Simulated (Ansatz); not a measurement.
## Computed properties of ZnS

ZnS:
```xyz
4
Lattice="3.5649 0.0000 0.0000 -1.7825 3.0873 0.0000 0.0000 0.0000 5.8165" Properties=species:S:1:pos:R:3 pbc="T T T"
Zn     0.0000     0.0000     0.0000
Zn     0.0000     0.0000     2.9082
S      0.0000     2.0582     1.4541
S      1.7825     1.0291     4.3624
```

Space group P6_3/mmc (No. 194), NiAs type; conventional cell a = 3.565 Å, b = 3.565 Å, c = 5.816 Å, α = 90.00°, β = 90.00°, γ = 120.00°.

Method: plane-wave PAW PBEsol (Ansatz code). The cell and atoms are relaxed at this level. Other levels are named where they apply.

Cell and energy:

```yaml
volume_per_atom: 16.00 Å³
density: 5.06 g/cm³
Formation energy from the elements (no fitted shifts): -0.53 eV/atom
```

Electronic structure:

```yaml
band_gap: 0.27 eV (indirect)
valence_band_maximum: on the Γ–M line, 38 % of the way from Γ
conduction_band_minimum: at K (2 equivalent valleys)
smallest_direct_gap_on_the_standard_path: 1.76 eV
electron_effective_mass: 0.20, 0.30, 0.30 mₑ (principal values)
hole_effective_mass: 0.19, 1.0, 3.8 mₑ (principal values)
HSE06 gap on the PBEsol cell: 1.49 eV
```

Mechanics:

```yaml
Bulk modulus (Birch–Murnaghan fit): 98.5 GPa
Pressure derivative B′: 4.5
Elastic constants (relaxed ions, GPa): C11 = 142, C12 = 85.0, C13 = 63.6, C33 = 182, C44 = 1.9
mechanical_stability: marginal (the smallest eigenvalue of C is near zero)
```

Dielectric response:

```yaml
Electronic dielectric constant ε∞ (DFPT): 10.6 (xx = yy), 11.6 (zz)
Static dielectric constant ε0 (ions relaxed, cell fixed): 36.5 (xx = yy), 131 (zz)
Born charges (a third of the trace): Zn +2.98, S -2.98 e
```

Phonons:

```yaml
Highest zone-centre frequency (without LO–TO term): 8.77 THz
zone_centre_stability: no imaginary mode at Γ
dynamical_stability_on_the_path: unstable, down to 46i cm⁻¹
```

The start of the workflow was typed in or built on a structure type; neither database checked (COD, Materials Project) lists it. It is not the phase usual at ambient conditions (space group No. 186, 216). The PBEsol relaxation kept the symmetry of its start. The references are the lowest solids computed at this level, not always the standard phases.

Potentials: the earlier of the program's two PAW sets. The files were generated under PBE; for other functionals the program regenerates the frozen cores, and for LDA and PBEsol the local potential too.
